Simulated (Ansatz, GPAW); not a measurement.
Given: the input of a run of Ansatz 0.2.0 on Cu3O2. The cell comes from a database or a generator and needn't be the stable form of this composition.

File input.yaml:

```yaml
crystal:
  lattice:
    - [-2.022982, 2.022982, 3.673617]
    - [2.022982, -2.022982, 3.673617]
    - [2.022982, 2.022982, -3.673617]
  atoms:
    - { symbol: Cu, position: [0.0, 0.0, 0.0] }
    - { symbol: Cu, position: [0.75, 0.25, 0.5] }
    - { symbol: Cu, position: [0.25, 0.75, 0.5] }
    - { symbol: O, position: [0.5, 0.0, 0.5] }
    - { symbol: O, position: [0.0, 0.5, 0.5] }
hamiltonian:
  xc: pbe
  pseudopotentials: { kind: paw }
kpoints:
  mp_grid: { grid: [9, 9, 9] }
scf:
  occupations: { method: fermi_dirac, width: 0.05 }
output:
  forces: true
  stress: true
  eigenvalues: true
  write_density: true
  write_potential: true
  elf: true
  volumetric_format: npy
```

Potentials or basis: Ansatz PAW.

The run is started by

```sh
$ ansatz run input.yaml --threads 2 --pin off --max-ram 5120MiB --backend cpu --events-out ev --progress --plain --runs-dir out
```

Q: What does the same run look like in GPAW 26.7.0 (ASE script)? Potentials or basis there: GPAW PAW data sets (gpaw-data 1.2.1), cutoff 800 eV.

A: As run (cutoffs and basis follow the program's own potentials, and thresholds, step limits or extra output files can differ):

Contents of run.py:

```python
from ase import Atoms
from ase.dft.bandgap import bandgap
from ase.io import write
from ase.units import GPa
from gpaw import GPAW, PW

atoms = Atoms(['Cu', 'Cu', 'Cu', 'O', 'O'],
              cell=[[-2.022982, 2.022982, 3.673617],
                    [2.022982, -2.022982, 3.673617],
                    [2.022982, 2.022982, -3.673617]],
              scaled_positions=[[0.0, 0.0, 0.0],
                                [0.75, 0.25, 0.5],
                                [0.25, 0.75, 0.5],
                                [0.5, 0.0, 0.5],
                                [0.0, 0.5, 0.5]],
              pbc=True)

calc = GPAW(mode=PW(800),
            xc='PBE',
            kpts={'size': (9, 9, 9), 'gamma': True},
            occupations={'name': 'fermi-dirac', 'width': 0.05},
            nbands=42,
            convergence={'density': 1e-05, 'energy': 1e-05},
            maxiter=150,
            txt='gpaw.txt')
atoms.calc = calc
energy = atoms.get_potential_energy()
forces = atoms.get_forces()
stress = atoms.get_stress()
calc.write('gs.gpw')
write('result.traj', atoms)
print(f'Energy: {energy:.6f} eV')
print('Forces (eV/A):')
print(forces.round(4))
print('Stress (GPa):', (stress / GPa).round(3))
print('Fermi level:', round(calc.get_fermi_level(), 4), 'eV')
print(f'Gap: {bandgap(calc)[0]:.4f} eV, direct: {bandgap(calc, direct=True)[0]:.4f} eV')
```

Potentials or basis: GPAW PAW data sets (gpaw-data 1.2.1), pw.

Command:

```sh
$ OMP_NUM_THREADS=1 python run.py
```

Both were run:

|  | Ansatz | GPAW |
| --- | --- | --- |
| Pressure | 0.7 GPa | 2.7 GPa |

Ansatz's pressure holds a Pulay term of +0.49 GPa for its cutoff of 420 eV, which the other run lacks.

The potentials hold 69 and 45 valence electrons a cell.

Where Ansatz's input types no cutoff or centring, it takes its own default and a Γ-centred mesh.

Pressure is positive in compression.
